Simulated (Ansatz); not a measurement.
The relaxed structure here is a generated cell of ZnSnN2: the first start was made by placing the elements on the sites of a structure type, and the end was not matched to a known phase here, so it may be hypothetical.

One starting cell of ZnSnN2 (a generated trial cell of ZnSnN2 in the alpha-NaFeO2 structure type) was relaxed twice with Ansatz (plane waves, PAW, scalar-relativistic): with r2SCAN at 500 eV and with PBE at 420 eV. The r2SCAN result:

```cif
data_N6Sn3Zn3
_chemical_formula_sum 'Sn3 Zn3 N6'
_space_group_name_H-M_alt 'R-3m :H'
_space_group_IT_number 166
_space_group_name_Hall '-R 3 2"'
_cell_length_a 3.16739
_cell_length_b 3.16739
_cell_length_c 15.45042
_cell_angle_alpha 90.000
_cell_angle_beta 90.000
_cell_angle_gamma 120.000
loop_
_atom_site_label
_atom_site_type_symbol
_atom_site_symmetry_multiplicity
_atom_site_Wyckoff_symbol
_atom_site_fract_x
_atom_site_fract_y
_atom_site_fract_z
_atom_site_occupancy
Sn1 Sn 3 a 0.00000 0.00000 0.00000 1
Zn1 Zn 3 b 0.00000 0.00000 0.50000 1
N1 N 6 c 0.00000 0.00000 0.25354 1
```
(The calculation used a cell of 4 atoms; values per cell refer to that cell.)

| quantity | r2SCAN | PBE |
|---|---|---|
| space group | R-3m | R-3m |
| volume (Å³/atom) | 11.19 | [?] |
| a (Å) | 3.167 | [?] |
| c (Å) | 15.450 | [?] |
| gap (eV, no spin-orbit coupling) | 1.19 | [?] |

### Question
Fill in the PBE column.

### Answer

- volume (Å³/atom), PBE: 11.58
- a (Å), PBE: 3.203
- c (Å), PBE: 15.638
- gap (eV, no spin-orbit coupling), PBE: 0.46

Both levels end in the same structure; PBE's volume is 3.5 % larger; its gap is 0.73 eV smaller. Neither column is exact.

No spin polarisation in the result.

The run could not lose the symmetry of its start: the end is stationary, and may be a saddle point rather than a minimum.

Ansatz is an electronic-structure program.
